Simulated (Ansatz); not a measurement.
A relaxed 1×1 slab of 4 planes, cut along (10-10) from a hcp crystal of one element, has a cell area of 16.58 Å² and a bulk spacing of 0.924 Å between its first planes. All-electron LAPW in Ansatz 0.2.0 (PBE, scalar-relativistic, no spin polarisation) gives γ = 0.60 J/m², Φ = 3.73 eV and a change of the outer spacing of -34.2 %. The hcp structure needn't be the element's own.

Which element is it?

Mg. This is the case that was computed; others weren't tested.
